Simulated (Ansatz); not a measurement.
The start is a randomly generated symmetric cell of Te4Pt3 (space group No. 217). The structure is fully relaxed (lattice and positions, P = 0) with r2SCAN (plane waves to 500 eV, PAW, scalar-relativistic; Ansatz, a first-principles code). The first steps use a coarse 5×5×5 k-mesh.

The start:
```yaml
crystal:
  lattice:
    - [-3.53455, 3.53455, 3.53455]
    - [3.53455, -3.53455, 3.53455]
    - [3.53455, 3.53455, -3.53455]
  atoms:
    - { symbol: Pt, position: [0.00000, 0.50000, 0.50000] }
    - { symbol: Pt, position: [0.50000, 0.00000, 0.50000] }
    - { symbol: Pt, position: [0.50000, 0.50000, 0.00000] }
    - { symbol: Te, position: [0.58639, 0.58639, 0.58639] }
    - { symbol: Te, position: [0.00000, 0.00000, 0.41361] }
    - { symbol: Te, position: [0.00000, 0.41361, 0.00000] }
    - { symbol: Te, position: [0.41361, 0.00000, 0.00000] }
```

### Question
How large is the pressure on the unrelaxed cell, and of which sign?

### Answer
-10 GPa (negative: the cell is under tension).

### Question
How does the volume change?

### Answer
-11.1 %, from 25.23 to 22.42 Å³/atom.

### Question
How do the shortest distances between atoms change?

### Answer
The closest pairs of elements (up to four, under 3.6 Å), start → end: Pt–Te 2.93 → 2.94 Å; Pt–Pt 3.53 → 3.40 Å; Te–Te 3.64 → 3.40 Å.

### Question
Is the relaxed structure metallic? Give its gap.

### Answer
No gap (metallic).

### Question
Write out the relaxed structure.

### Answer

Space group Im-3m (No. 229); a = b = c = 6.796 Å, α = β = γ = 90.00°

```csv
atom,site,symmetry,x,y,z
Pt,6b,4/mm.m,0.0000,0.0000,0.5000
Te,8c,.-3m,0.2500,0.2500,0.2500
```
(The calculation used a cell of 7 atoms; values per cell refer to that cell.)

Final values are on a 10×10×10 k-mesh of the relaxed cell. No spin polarisation in the result.

The run could not lose the symmetry of its start, so the end can be a saddle point.

The relaxed structure here is a generated cell of Te4Pt3: the first start was made by a random draw of sites in a space group, and the end was not matched to a known phase here, so it may be hypothetical.
